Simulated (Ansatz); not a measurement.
AlBRu:
```
CELL_PARAMETERS angstrom
      1.61658    -6.73162     0.00000
      1.61658     6.73162     0.00000
      0.00000     0.00000     3.05808
ATOMIC_POSITIONS crystal
  Al 0.69728 0.30272 0.25000
  Al 0.30272 0.69728 0.75000
  B  0.47003 0.52997 0.75000
  B  0.52997 0.47003 0.25000
  Ru 0.09400 0.90600 0.75000
  Ru 0.90600 0.09400 0.25000
```

Relaxed with r²SCAN.

### Question
Give the Bader charges and basin volumes of the independent atoms, r²SCAN in the plane-wave PAW code Ansatz.

### Answer


```
atom  Bader charge (e)  Bader volume (Å³)
----  ----------------  -----------------
Al1              +1.68                6.8
B3               -0.50                7.9
Ru5              -1.17               18.6
```

Space group Cmcm. The start of the workflow was typed in or built on a structure type; neither database checked (COD, Materials Project) lists it. Whether it is the stable phase at ambient conditions was not checked. Symmetry was held in the r²SCAN relaxation; whether a distortion lowers the energy is not shown. No spin polarisation was allowed.

Potentials: the later of the program's two PAW sets.
